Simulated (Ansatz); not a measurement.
## Ag (Im-3m), clamped-ion strain scan

Theory: Ansatz 0.2.0, DFT PBEsol, scalar-relativistic, plane waves, PAW. Cutoff 420 eV, Γ-centred 20×20×20 k-points, Gaussian smearing of 0.15 eV. No spin polarisation. Energies are free energies at this smearing, counted from the undisturbed cell; pressure is positive in compression.

Reference structure (as given, not relaxed at this level; it stands at -7.2 GPa; this bcc form isn't the usual structure):

```yaml
crystal:
  lattice:
    - [-1.65565, 1.65565, 1.65565]
    - [1.65565, -1.65565, 1.65565]
    - [1.65565, 1.65565, -1.65565]
  atoms:
    - { symbol: Ag, position: [0.00000, 0.00000, 0.00000] }
```

The cell is strained by ε times the Voigt pattern (0, 0, 0, 0, 1, 0) (xx, yy, zz, yz, xz, xy; engineering shear) with fractional coordinates fixed. The cell is metallic on the mesh throughout.

```csv
ε,ΔE (meV/atom)
-0.0600,6.6
-0.0300,1.5
0.0000,0.0
0.0075,0.1
0.0150,0.4
0.0225,0.8
0.0375,2.4
0.0450,3.5
0.0525,4.9
```

Problem. Predict the pressure (GPa) at each point.

Solution.
```csv
ε,pressure (GPa)
-0.0600,-6.9
-0.0300,-7.1
0.0000,-7.2
0.0075,-7.2
0.0150,-7.2
0.0225,-7.2
0.0375,-7.1
0.0450,-7.1
0.0525,-7.0
```